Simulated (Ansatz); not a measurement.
Ag2S:
```cif
data_Ag4S2
_chemical_formula_sum 'Ag4 S2'
_space_group_name_H-M_alt 'P 1'
_space_group_IT_number 1
_cell_length_a 4.17426
_cell_length_b 7.21144
_cell_length_c 4.17461
_cell_angle_alpha 90.000
_cell_angle_beta 112.252
_cell_angle_gamma 90.000
loop_
_space_group_symop_operation_xyz
  'x, y, z'
loop_
_atom_site_label
_atom_site_type_symbol
_atom_site_fract_x
_atom_site_fract_y
_atom_site_fract_z
_atom_site_occupancy
Ag1 Ag 0.89299 0.75000 0.10659 1
Ag2 Ag 0.10701 0.25000 0.89341 1
Ag3 Ag 0.50000 0.50000 0.50000 1
Ag4 Ag 0.50000 0.00000 0.50000 1
S1 S 0.27294 0.75000 0.72662 1
S2 S 0.72706 0.25000 0.27338 1
```

Relaxed with PBEsol. PBEsol in the plane-wave PAW code Ansatz gives a gap of 0.95 eV.

**Question.** What gap does HSE06 give on the same cell (Ansatz, PAW)?

**Answer.** 2.14 eV, 1.19 eV more. The hybrid was solved on a coarser mesh and at special points; its gap is the smallest among all of these.

Cost on shared cores: the PBEsol run (SCF on a 7×4×7 mesh, then bands and DOS) roughly 3 core-minutes, the HSE06 run (SCF on 4×3×4, then a few points) about 2.6 core-minutes (a rough figure); the tasks are unlike.

Space group Cmcm. The workflow started from a Materials Project entry (that database holds measured and hypothetical structures alike); the Crystallography Open Database copy checked does not list it. COD files the formula under space group No. 4, 14, so this cell is another polymorph or a model. Its standing as an ambient phase is unchecked. The PBEsol relaxation kept the symmetry of its start; its stability against distortions is not shown here. The run is not spin-polarised. Spin–orbit coupling is left out wherever it is not named.

Potentials: the later of the program's two PAW sets.
